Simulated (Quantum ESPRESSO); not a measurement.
# Computed records: Al$_{3}$ZnN$_{3}$O (made-up cell)

Computed with Quantum ESPRESSO 7.5. Calculation on a made-up crystal cell, not a measurement: periodic Kohn-Sham density functional theory in plane waves with PseudoDojo standard norm-conserving scalar-relativistic pseudopotentials, each functional with its own files (v0.5 for PBE, v0.4.1 for LDA and PBEsol), no spin polarisation, no spin-orbit coupling, atoms not relaxed, stress positive in tension, energies less a fixed whole-eV offset for each atom's element; levels are Kohn-Sham levels at fractions of this cell's reciprocal vectors, counted from the reference band (half the neutral cell's valence electrons, rounded up) at Gamma; error bars cover cutoff and k-mesh only, not smearing or the files; added strain carries the atoms with the cell, and shear is the tensor component; each bar is the largest change over components, and at least 0.002 eV, 0.002 eV per angstrom or 0.02 GPa; energies are for the whole cell, and the offsets were chosen from early runs and are not element reference energies.

Settings shared by all entries: lattice type wurtzite; functional pbe; cutoff 1143 eV; fermi dirac smearing 0.025 eV; scf tolerance 1e-07 eV; electrons removed 0; added strain kind uniform; k mesh 6 x 4 x 4, shifted by half a step.

(1) Al$_{3}$ZnN$_{3}$O (made-up cell)

Unstrained structure:
```cif
# cell vector a (Å): 3.1709 0.0149 -0.0009
# cell vector b (Å): 0.0258 5.4914 0.0624
# cell vector c (Å): -0.0015 0.0588 5.1732
data_Al3ZnN3O
_symmetry_space_group_name_H-M 'P 1'
_symmetry_Int_Tables_number 1
_cell_length_a 3.1709
_cell_length_b 5.4918
_cell_length_c 5.1735
_cell_angle_alpha 88.698
_cell_angle_beta 90.030
_cell_angle_gamma 89.462
_cell_volume 90.07
loop_
_atom_site_label
_atom_site_type_symbol
_atom_site_fract_x
_atom_site_fract_y
_atom_site_fract_z
_atom_site_occupancy
Al1 Al 0.00263 0.99041 0.98879 1
Al2 Al 0.50620 0.50022 0.00126 1
Al3 Al 0.48947 0.17297 0.49040 1
Zn1 Zn 0.99453 0.66210 0.49168 1
O1 O 0.99616 0.98724 0.39163 1
N1 N 0.49356 0.50588 0.37852 1
N2 N 0.48932 0.16506 0.88646 1
N3 N 0.99241 0.67785 0.87528 1
```

```
added strain             : -0.0036
structure shown          : before the added strain of -0.0036
free energy less offsets : -2.019 eV
smearing term minus ts   : 0 eV
scf iterations           : 13
pressure                 : -0.4007 GPa
stress xx                : -0.5575 GPa
stress yy                : -3.831 GPa
stress zz                : 5.591 GPa
stress yz                : 0.8454 GPa
stress xz                : 0.6115 GPa
stress xy                : 0.06853 GPa
reference band           : 25
error bar energy         : 0.002 eV
error bar stress         : 0.02 GPa
error bar force          : 0.00239 eV/Å
error bar next band up   : 0.002 eV
error bars from          : tighter rerun of a related cell
```

Atoms:
| atoms element | atom site | atom energy offset (eV) |
| --- | --- | --- |
| Al | 1 | -64 |
| Al | 2 | -64 |
| Al | 3 | -64 |
| Zn | 4 | -5687 |
| O | 5 | -452 |
| N | 6 | -283 |
| N | 7 | -283 |
| N | 8 | -283 |

Forces:
| site | x (eV/Å) | y (eV/Å) | z (eV/Å) |
| --- | --- | --- | --- |
| 1 | -0.4634 | 0.1673 | -0.09559 |
| 2 | -0.443 | 1.075 | -0.06511 |
| 3 | 0.1029 | 0.8778 | 0.917 |
| 4 | -0.1889 | -2.094 | 1.351 |
| 5 | -0.01797 | 4.286 | -1.627 |
| 6 | 0.2401 | -3.089 | -1.81 |
| 7 | 0.4654 | -0.1583 | -0.5123 |
| 8 | 0.3049 | -1.064 | 1.841 |

Levels:
| level k point | next band up (eV) |
| --- | --- |
| Gamma | 0.7463 |
| (1/2,1/2,1/2) | 2.597 |
| (0.15,0,0) | 1.672 |
| (0,0.15,0) | 1.141 |
| (0,0,0.15) | 1.258 |

(2) Al$_{3}$ZnN$_{3}$O (made-up cell)

Structure as in entry 1.

```
added strain             : 0.0103
structure shown          : before the added strain of 0.0103
free energy less offsets : -1.93 eV
smearing term minus ts   : 0 eV
scf iterations           : 13
pressure                 : -6.919 GPa
stress xx                : 6.114 GPa
stress yy                : 3.827 GPa
stress zz                : 10.82 GPa
stress yz                : 0.9055 GPa
stress xz                : 0.4783 GPa
stress xy                : 0.2911 GPa
reference band           : 25
error bar energy         : 0.002 eV
error bar stress         : 0.02 GPa
error bar force          : 0.00239 eV/Å
error bar next band up   : 0.002 eV
error bars from          : tighter rerun of a related cell
```

Atoms:
| atoms element | atom site | atom energy offset (eV) |
| --- | --- | --- |
| Al | 1 | -64 |
| Al | 2 | -64 |
| Al | 3 | -64 |
| Zn | 4 | -5687 |
| O | 5 | -452 |
| N | 6 | -283 |
| N | 7 | -283 |
| N | 8 | -283 |

Forces:
| site | x (eV/Å) | y (eV/Å) | z (eV/Å) |
| --- | --- | --- | --- |
| 1 | -0.4174 | 0.0681 | -0.2604 |
| 2 | -0.4079 | 1.041 | -0.03274 |
| 3 | 0.09217 | 0.93 | 0.8685 |
| 4 | -0.1626 | -1.955 | 1.221 |
| 5 | -0.008246 | 3.963 | -1.472 |
| 6 | 0.2157 | -2.951 | -1.692 |
| 7 | 0.4179 | -0.1783 | -0.4357 |
| 8 | 0.2703 | -0.9175 | 1.803 |

Levels:
| level k point | next band up (eV) |
| --- | --- |
| Gamma | 0.5773 |
| (1/2,1/2,1/2) | 2.568 |
| (0.15,0,0) | 1.519 |
| (0,0.15,0) | 0.9839 |
| (0,0,0.15) | 1.108 |

(3) Al$_{3}$ZnN$_{3}$O (made-up cell)

Structure as in entry 1.

```
added strain             : 0.019
structure shown          : before the added strain of 0.019
free energy less offsets : -1.798 eV
smearing term minus ts   : 0 eV
scf iterations           : 13
pressure                 : -10.39 GPa
stress xx                : 9.675 GPa
stress yy                : 7.931 GPa
stress zz                : 13.58 GPa
stress yz                : 0.9347 GPa
stress xz                : 0.4025 GPa
stress xy                : 0.4052 GPa
reference band           : 25
error bar energy         : 0.002 eV
error bar stress         : 0.02 GPa
error bar force          : 0.00239 eV/Å
error bar next band up   : 0.002 eV
error bars from          : tighter rerun of a related cell
```

Atoms:
| atoms element | atom site | atom energy offset (eV) |
| --- | --- | --- |
| Al | 1 | -64 |
| Al | 2 | -64 |
| Al | 3 | -64 |
| Zn | 4 | -5687 |
| O | 5 | -452 |
| N | 6 | -283 |
| N | 7 | -283 |
| N | 8 | -283 |

Forces:
| site | x (eV/Å) | y (eV/Å) | z (eV/Å) |
| --- | --- | --- | --- |
| 1 | -0.3909 | 0.01447 | -0.3529 |
| 2 | -0.3872 | 1.02 | -0.01338 |
| 3 | 0.08532 | 0.9589 | 0.8387 |
| 4 | -0.1453 | -1.876 | 1.146 |
| 5 | -0.002024 | 3.776 | -1.383 |
| 6 | 0.1988 | -2.869 | -1.623 |
| 7 | 0.3904 | -0.192 | -0.3926 |
| 8 | 0.2509 | -0.8331 | 1.781 |

Levels:
| level k point | next band up (eV) |
| --- | --- |
| Gamma | 0.4755 |
| (1/2,1/2,1/2) | 2.548 |
| (0.15,0,0) | 1.429 |
| (0,0.15,0) | 0.8903 |
| (0,0,0.15) | 1.019 |
